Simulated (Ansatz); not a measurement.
YF3 in space group Pnma (No. 62; Y on 4c, F on 8d, F on 4c), PBEsol in the plane-wave PAW code Ansatz. The conduction-band minimum lies on the Γ–Z line, 96 % of the way from Γ, with 2 equivalent valleys. Second derivatives d²E/dk² of the lowest band at one valley (eV·Å²), along Cartesian directions:

```json
[
 {"direction": "[100]", "d²E/dk²": "0.3376"},
 {"direction": "[010]", "d²E/dk²": "3.565"},
 {"direction": "[001]", "d²E/dk²": "4.874"},
 {"direction": "[110]", "d²E/dk²": "1.952"},
 {"direction": "[101]", "d²E/dk²": "2.606"},
 {"direction": "[011]", "d²E/dk²": "4.219"}
]
```

Problem. Find the principal effective masses, the density-of-states mass and the conductivity mass.

Solution. Off-diagonal terms follow from H_xy = H[110] − (H_xx + H_yy)/2, and m*/mₑ = 7.620 eV·Å² over each eigenvalue: 1.6, 2.1, 23. One valley's DOS mass (m₁m₂m₃)^(1/3) = 4.2, conductivity mass 3/(Σ 1/mᵢ) = 2.6 mₑ.

Problem. What effective density of states Nc follows at 300 K for parabolic valleys?

Solution. Nc = 2.509e19 × 2 × (4.2)^(3/2) ≈ 4.3e20 cm⁻³.

Problem. With the computed static dielectric constant 11.9 (mean of the diagonal), estimate a hydrogenic donor's binding energy and radius.

Solution. E = 13.606 eV × 2.6/11.9² ≈ 250 meV; a = 0.529 Å × ε/m* ≈ 2.4 Å. Semilocal masses tend to be too small where the gap is.

The workflow started from a Materials Project entry (that database holds measured and hypothetical structures alike); the Crystallography Open Database files this formula in space group No. 62, but the cells were not matched. Its standing as an ambient phase is unchecked. The cell was relaxed with PBEsol under the symmetry of its start; of distortions, only those at the zone centre were tested. No spin polarisation was allowed. Scalar-relativistic: spin–orbit coupling is off unless named, which matters more the heavier the elements.

Potentials: the later of the program's two PAW sets.
